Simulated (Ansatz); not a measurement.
# BaNiS2 (P4/nmm): electronic heat capacity and spin susceptibility from the density of states

Computed with DFT PBEsol, scalar-relativistic, plane waves, PAW in Ansatz 0.2.0.

Settings: cutoff 420 eV, Γ-centred mesh 8×8×4 on the computed 8-atom cell, Gaussian smearing of 0.10 eV; no spin polarisation.

Relaxed cell: P4/nmm, a = 4.338 Å, b = 4.338 Å, c = 8.762 Å, α = 90.00°, β = 90.00°, γ = 90.00°, 8 atoms in the primitive cell. Whether it is the stable form of this composition wasn't checked.

The density of states at the Fermi level is 1.172 states/eV in the cell of 8 atoms (2 formula units; both spins, tetrahedra on a 12×12×6 mesh).

Problem. What Sommerfeld coefficient and Pauli susceptibility does this give?

Solution. Per formula unit N(E_F) = 0.586 states/eV. γ = (π²/3) k_B² N(E_F) N_A = 2.357 mJ/(mol K²) per state/eV, so γ = 1.4 mJ/(mol K²), a mole of formula units. χ_P = μ_B² N(E_F) N_A = 3.23×10⁻⁵ emu/mol per state/eV gives 1.9×10⁻⁵ emu/mol. This is the bare band result: a measured γ of the same phase is as a rule larger by a factor 1 + λ from phonons and spin fluctuations, the spin part of χ is larger by the Stoner factor, and a measured χ also holds orbital and core terms. N(E_F) at one energy is sensitive to the mesh where the density of states has sharp peaks.

Spin-orbit coupling is left out, which matters for the bands of heavy elements.

A ferromagnetic start lost its moments in a first run, so spin was left out; other magnetic orders weren't tried.

Cost: 1 run of about 4.3 core-minutes, on AMD EPYC 7R43 (Zen 3) (shared hosts).